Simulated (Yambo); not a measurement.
Yambo run on RbScF₄ (space group Cmcm, No. 63). The wavefunctions are PBEsol (pw.x of Quantum ESPRESSO, ONCV potentials, no spin-orbit coupling) ones on a 4×4×1 mesh (48 occupied bands); a = b = 6.786 Å, c = 8.013 Å, α = β = 90.00°, γ = 144.80°.

Yambo input:

```
rim_cut
HF_and_locXC
RandQpts= 1000000
RandGvec= 1 Ry
EXXRLvcs= 84 Ry
VXCRLvcs= 336 Ry
% QPkrange
 1 | 1 | 48 | 49 |
 3 | 3 | 48 | 49 |
 4 | 4 | 48 | 49 |
 7 | 7 | 48 | 49 |
%
```

k points by index: 1 = Γ, 3 = (0, -0.5, 0), 4 = (0.25, 0.25, 0), 7 = (-0.5, -0.5, 0).

The o-*.hf file then holds:

```
#    K-point    Band    Eo [eV]    Ehf [eV]    Vxc [eV]    Vnlxc [eV]
#
    1    48    -0.058861    -7.759900    -21.92947    -29.63051
    1    49    6.021495    14.25834    -17.34795    -9.111105
    3    48    -0.015356    -7.780811    -22.20446    -29.96992
    3    49    6.722611    14.94269    -18.65281    -10.43273
    4    48    0.000000    -7.757311    -22.22422    -29.98153
    4    49    6.722610    14.94282    -18.65269    -10.43248
    7    48    -0.240225    -7.966710    -21.58235    -29.30883
    7    49    6.020151    14.25382    -17.34138    -9.107711
```
Exchange alone, without screening.

Geometry of the Materials Project entry, not relaxed at this level.

The structure is a Materials Project entry; no match was found in the copy of COD used, and its stability was not checked.
